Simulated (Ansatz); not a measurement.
HCN in its lowest state found on the top face of a (111) slab of Ir (Fm-3m (No. 225)), 3 planes, outer planes Ir (top) and Ir (bottom); 1 a cell of 25.55 Å², its atoms last:

```
Ir C N H
1.0
     5.43132    0.00000    0.00000
    -2.71566    4.70366    0.00000
     0.00000    0.00000   24.65025
Ir C N H
12 1 1 1
Direct
  0.33333 0.16667 0.32454
  0.33333 0.66667 0.32454
  0.83333 0.16667 0.32454
  0.83333 0.66667 0.32454
  0.66547 0.33093 0.41303
  0.66547 0.83453 0.41303
  0.16667 0.33333 0.41290
  0.16907 0.83453 0.41303
  0.00108 0.49892 0.50036
  0.00108 0.00216 0.50036
  0.49784 0.49892 0.50036
  0.50000 0.00000 0.50886
  0.50000 0.00000 0.63393
  0.50000 0.00000 0.58669
  0.50000 0.00000 0.67728
```

These are results of Ansatz, DFT PBE+D3(BJ), scalar-relativistic, plane waves, PAW, not measurements. Plane waves to 420 eV, a k mesh through Γ of 4×4×1 on the computed 15-atom cell and Gaussian smearing (0.10 eV); no spin polarisation. The cell repeats along c with a dipole correction in the vacuum.

The clean top face has a work function of 5.30 eV. Adsorption changes the slab's dipole along +c by Δp = +0.4814 e·Å a cell (+2.31 D an adsorbate).

(1) What change of work function does the Helmholtz equation give?

(2) How does that compare with the calculation?

(3) What does the sign say about the electrons?

Spin-orbit coupling is left out, which matters for the bands of heavy elements.

## Answers

(1) A sheet of dipoles makes a step in an electron's potential energy of −e·Δp/(ε0·A), and e/ε0 = 180.95 eV·Å for Δp in e·Å: −180.95 × (0.4814)/25.55 = -3.41 eV. This is the change of φ(top) − φ(bottom). If the bottom face is unmoved, φ(top) becomes 1.89 eV.

(2) φ(top) changes by -3.31 eV and φ(bottom) by +0.10 eV, so their difference changes by -3.41 eV. The slab is thin enough for the adsorbate to shift the Fermi level against the bottom face too.

(3) The change of dipole points out of the surface, so the work function falls. The molecule's own dipole can set this sign. Δp also holds the adsorbate's own dipole and the moves of the surface atoms, so it isn't a charge transfer alone.